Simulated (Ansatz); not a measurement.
HfO2 (fluorite)

```
CELL_PARAMETERS angstrom
      0.00000     2.54906     2.54906
      2.54906     0.00000     2.54906
      2.54906     2.54906     0.00000
ATOMIC_POSITIONS crystal
  Hf 0.00000 0.00000 0.00000
  O  0.25000 0.25000 0.25000
  O  0.75000 0.75000 0.75000
```

Two coordinates are scanned: the volume, and the ratio of the stretch along z (the conventional c axis) to the stretch across it. Atoms keep their fractional coordinates.

All values below come from PBE (plane waves to 420 eV, PAW, scalar-relativistic; Ansatz, an electronic-structure program). k mesh 11×11×11 (Γ-centred), Fermi-Dirac smearing 0.05 eV. Compression counts positive. HfO2 is run without spin polarisation. HfO2 was relaxed with its symmetry unable to fall. Spin-orbit coupling is left out, though Hf is heavy. The PAW data are Ansatz's earlier set. This is a high-temperature form of HfO2.

At one point of the scan the stress tensor (GPa) is:

```
   -3.2      0.0      0.0
    0.0     -3.2      0.0
    0.0      0.0    -20.1
```

Which point is it?
(A) V/V₀ = 1.020, (c/a)/(c/a)₀ = 1.040
(B) V/V₀ = 0.980, (c/a)/(c/a)₀ = 1.040
(C) V/V₀ = 1.040, (c/a)/(c/a)₀ = 1.020
(D) V/V₀ = 1.040, (c/a)/(c/a)₀ = 1.040

D, V/V₀ = 1.040, (c/a)/(c/a)₀ = 1.040

(Under strain, the slope of the energy per volume gives the stress and its curvature an elastic modulus.)
